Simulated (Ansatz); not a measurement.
Cell and atoms are relaxed with the symmetry kept. Start:

```cif
data_structure
_symmetry_space_group_name_H-M 'P 1'
_symmetry_Int_Tables_number 1
_cell_length_a 3.0148
_cell_length_b 3.0148
_cell_length_c 3.0148
_cell_angle_alpha 90.000
_cell_angle_beta 90.000
_cell_angle_gamma 90.000
_cell_volume 27.40
loop_
_atom_site_label
_atom_site_type_symbol
_atom_site_fract_x
_atom_site_fract_y
_atom_site_fract_z
_atom_site_occupancy
Cu1 Cu 0.00000 0.00000 0.00000 1
Pd1 Pd 0.50000 0.50000 0.50000 1
```

The calculation used Ansatz, DFT LDA, scalar-relativistic, plane waves, PAW.

Settings: cutoff 420 eV, Γ-centred mesh 14×14×14 on the computed 2-atom cell, Gaussian smearing of 0.10 eV; no spin polarisation.

What does it relax to?

The volume falls by 1.13 Å³/atom to 12.57 Å³/atom, and the energy falls by 54.5 meV/atom. Final structure:
```yaml
crystal:
  lattice:
    - [2.92957, 0.00000, 0.00000]
    - [0.00000, 2.92957, 0.00000]
    - [0.00000, 0.00000, 2.92957]
  atoms:
    - { symbol: Cu, position: [0.00000, 0.00000, 0.00000] }
    - { symbol: Pd, position: [0.50000, 0.50000, 0.50000] }
```